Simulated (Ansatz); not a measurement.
ScSi: from a starting cell to a relaxed one

The start is a relaxed ScSi cell, doubled along one cell vector, shaken by Gaussian noise of σ = 0.08 Å a coordinate. The cell and all atomic positions are relaxed at zero pressure with PBE (plane waves to 420 eV, PAW, scalar-relativistic; Ansatz, a first-principles code). The first steps use a coarse 4×8×5 k-mesh.

Starting cell:
```
CELL_PARAMETERS angstrom
      5.96087     0.00000     0.00000
      0.00000     3.09337     0.00000
      0.00000     0.00000     4.51631
ATOMIC_POSITIONS crystal
  Sc 0.99185 0.52602 0.98906
  Sc 0.52420 0.51115 0.99224
  Si 0.99597 0.02064 0.53672
  Si 0.49208 0.03645 0.48324
```

Problem. What is the largest force in the starting geometry, and on which atom (counted from 1)?

Solution. About 2.4 eV/Å, on Sc1 (atoms numbered as listed).

Problem. By how much does the energy per atom fall from start to end?

Solution. 0.69 eV/atom.

Problem. How does the volume change?

Solution. -15.7 %, from 20.82 to 17.55 Å³/atom.

Problem. How do the shortest distances between atoms change?

Solution. The closest pairs of elements (up to four, under 3.6 Å), start → end: Sc–Si 2.55 → 2.88 Å; Sc–Sc 2.79 → 3.00 Å; Si–Si 2.97 → 3.00 Å.

Problem. What band gap does the relaxed structure have at this level?

Solution. Zero (metallic).

Problem. Give the final cell and atomic positions.

Solution. 
Space group P4/mmm (No. 123); a = 2.9963 Å, b = 2.9963 Å, c = 3.9091 Å, α = 90.00°, β = 90.00°, γ = 90.00°

| atom | site | symmetry | x | y | z |
|---|---|---|---|---|---|
| Sc | 1a | 4/mmm | 0.0000 | 0.0000 | 0.0000 |
| Si | 1d | 4/mmm | 0.5000 | 0.5000 | 0.5000 |

Final values are on a 15×15×12 k-mesh of the relaxed cell. No spin polarisation in the result. The relaxed primitive cell holds an odd number of electrons. A magnetic state may lie lower.

The relaxed structure here is a generated cell of ScSi: the first start was made by a random draw of sites in a space group, and the end was not matched to a known phase here, so it may be hypothetical.
